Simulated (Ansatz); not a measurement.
SrO (rock salt), frozen-phonon scan

Relaxed SrO (rock salt):

```
CELL_PARAMETERS angstrom
      0.00000     5.15993     5.15993
      2.57997     0.00000     2.57997
      2.57997     2.57997     0.00000
ATOMIC_POSITIONS crystal
  O  0.00000 0.00000 0.00000
  O  0.50000 0.00000 0.00000
  Sr 0.25000 0.50000 0.50000
  Sr 0.75000 0.50000 0.50000
```

The atoms are displaced by Q × the pattern below (from a DFPT mode at L = (0.5, 0.0, 0.0), largest move 1; Q in Å), at fixed cell. It is one choice among 2 degenerate patterns. (q is in reciprocal vectors of the primitive cell; the cell shown is doubled to hold the pattern.)

```json
[
 {"atom": "Sr3", "x": "0.285", "y": "-0.520", "z": "0.805"},
 {"atom": "Sr4", "x": "-0.285", "y": "0.520", "z": "-0.805"}
]
```

Atoms not listed stay in place.

Level of theory: r2SCAN (plane waves to 500 eV, PAW, scalar-relativistic; Ansatz, a first-principles code). k mesh 11×11×11 (Γ-centred), Fermi-Dirac smearing 0.05 eV. Energies are smeared free energies. Compression counts positive. SrO was relaxed with its symmetry unable to fall. ΔE is measured from the undisplaced structure.

```
Q (Å)   ΔE (meV/cell)  P (GPa)  −dE/dQ from forces (eV/Å)
------  -------------  -------  -------------------------
-0.100           36.9     0.32                      0.742
-0.083           25.6     0.22                      0.617
-0.067           16.4     0.14                      0.492
-0.050            9.2     0.07                      0.369
-0.033            4.1     0.03                      0.246
-0.017            1.0     0.00                      0.123
0.000             0.0    -0.01                      0.000
0.017             1.0     0.00                     -0.123
0.033             4.1     0.03                     -0.246
0.050             9.2     0.07                     -0.369
0.067            16.4     0.14                     -0.492
0.083            25.6     0.22                     -0.617
0.100            36.9     0.32                     -0.742
```

Summary:

The energy at Q = 0.100 Å comes out as 36.9 meV/cell. Space group of the distorted cell: P-1 (No. 2), lowered from Fm-3m. Symmetry of the curve: even: the same for both signs. Shape of the curve: a single well with its minimum at or next to zero displacement. Harmonic wavenumber from the curvature (finite differences): 107 cm⁻¹. Wavenumber by perturbation theory (DFPT, on another k mesh): 107 cm⁻¹.

The 13 points together took around 29 core-minutes (rough).

(For displaced atoms, the force is minus the slope of the energy, and its curvature is a force constant, which sets phonon frequencies.)
